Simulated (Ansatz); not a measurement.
KBr:
Space group Fm-3m (No. 225); a = 6.6088 Å, b = 6.6088 Å, c = 6.6088 Å, α = 90.00°, β = 90.00°, γ = 90.00°

| atom | site | symmetry | x | y | z |
|---|---|---|---|---|---|
| K | 4a | m-3m | 0.0000 | 0.0000 | 0.0000 |
| Br | 4b | m-3m | 0.5000 | 0.5000 | 0.5000 |
(The calculation used a cell of 2 atoms; values per cell refer to that cell.)

Relaxed with r²SCAN.

### Question
Give the optical modes at the zone centre with their infrared and Raman activity from DFPT, DFT-r²SCAN in the program Ansatz with PAW potentials.

### Answer
Transverse frequencies, without the LO–TO term; a row sums one degenerate level.

```csv
ω (cm⁻¹),degeneracy,IR ((D/Å)²/amu),Raman (Å⁴/amu),activity,symmetry
116,3,3.23,0,IR,T1u
```

### Question
How high does the top mode go among those that the LO–TO term moves?

### Answer
163 cm⁻¹ for q along x.

Symmetry was held in the r²SCAN relaxation; phonons on a q-mesh show no instability.

Potentials: the later of the program's two PAW sets.
